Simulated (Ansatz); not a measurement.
**CrCoOs₂, a known structure type with other elements, at an estimated volume**

```xyz
4
Lattice="3.7625 0.0000 0.0000 0.0000 3.7625 0.0000 0.0000 0.0000 3.6905" Properties=species:S:1:pos:R:3 pbc="T T T"
Co    1.8812    1.8812    0.0000
Os    0.0000    1.8812    1.8453
Os    1.8812    0.0000    1.8453
Cr    0.0000    0.0000    0.0000
```

Single point in Ansatz 0.2.0 with r2SCAN, no spin polarisation. Cutoff 500 eV, PAW datasets, 7×7×7 Γ-centred k mesh, methfessel-paxton filling (width 0.0574 eV).

**Electronic structure.** It is a metal, with about 4 states/eV a cell as the mean within 0.25 eV of the Fermi level, mostly Os d (39 %), Cr d (30 %) and Co d (26 %).
**Forces.** The forces vanish by the symmetry of the sites.
**Stress.** The pressure is -14.9 GPa (compression positive), so with the atoms held at these fractions the cell would first shrink. The principal stresses -16.6, -14.0, -14.0 GPa differ, so its shape would change too.
**Charges.** Bader charges in e: Cr +0.91, Co +0.01, Os -0.46. In the mean Cr gives up most and Os takes most.
**Formation energy.** 0.25 eV an atom against the elements' usual phases (free molecules for gases, crystals otherwise, with no correction for O₂ or N₂), so at this geometry it isn't bound against them. Relaxing would lower it.

Origin: a known structure type with other elements, at an estimated volume, so it need not be a known compound. Caveats: no spin polarisation, so a magnetic state may lie lower.
